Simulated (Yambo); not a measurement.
Yambo run on BeZn₃O₄ (space group I-42m, No. 121). The wavefunctions are norm-conserving PBEsol (Quantum ESPRESSO, 88 Ry, without SOC) ones on a 4×4×4 mesh (44 occupied bands); a = b = c = 5.397 Å, α = β = 131.56°, γ = 70.92°.

Yambo input:

```
rim_cut
HF_and_locXC
RandQpts= 1000000
RandGvec= 1 Ry
EXXRLvcs= 88 Ry
VXCRLvcs= 352 Ry
% QPkrange
 1 | 1 | 44 | 45 |
 3 | 3 | 44 | 45 |
 6 | 6 | 44 | 45 |
 8 | 8 | 44 | 45 |
 13 | 13 | 44 | 45 |
%
```

k points by index: 1 = Γ, 3 = X, 6 = N, 8 = P, 13 = Z.

Table of the .hf output:

```
#    K-point    Band    Eo [eV]    Ehf [eV]    Vxc [eV]    Vnlxc [eV]
#
    1    44    0.000000    -5.746102    -23.53366    -29.27976
    1    45    1.492643    5.304380    -13.56540    -9.753659
    3    44    -0.216617    -6.102257    -23.08660    -28.97224
    3    45    5.150933    10.22103    -14.55167    -9.481577
    6    44    -0.344028    -6.231223    -23.14107    -29.02827
    6    45    4.856774    9.652579    -14.64757    -9.851767
    8    44    -0.216812    -6.105522    -23.10085    -28.98955
    8    45    5.228216    10.40559    -14.57031    -9.392932
    13    44    -0.780560    -6.860313    -22.74949    -28.82924
    13    45    4.312314    8.815269    -15.61901    -11.11605
```
Exchange alone, without screening.

Geometry of the Materials Project entry, not relaxed at this level.

The structure is a Materials Project entry; no match was found in the copy of COD used, and its stability was not checked.
